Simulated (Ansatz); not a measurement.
Consider the following.

MoRh:
```
MoRh
1.0
    4.38456     0.00000     0.00000
    0.00000     2.72224     0.00000
    0.00000     0.00000     4.77374
Mo Rh
2 2
Direct
  0.75000   0.00000   0.17106
  0.25000   0.00000   0.82894
  0.75000   0.50000   0.67359
  0.25000   0.50000   0.32641
```

This is the PBEsol-relaxed structure.

All from PBEsol (plane waves, PAW; program Ansatz), unless another level is named. Give the bulk modulus (Birch–Murnaghan fit).

294 GPa.

What about the highest zone-centre frequency?

225 cm^-1.

Space group Pmma. The workflow started from a Materials Project entry (that database holds measured and hypothetical structures alike); the Crystallography Open Database copy checked does not list it. With Mo and Rh taken as one species the cell has the higher symmetry P6_3/mmc, so it may be an ordered model of a mixed-site phase. Its standing as an ambient phase is unchecked. The PBEsol relaxation kept the symmetry of its start; of distortions, only those at the zone centre were tested. The run is not spin-polarised. As this level gives no gap, phonon frequencies hold no LO–TO term and depend on the k-mesh and smearing (Fermi–Dirac, 0.1 eV here).

Potentials: the later of the program's two PAW sets.
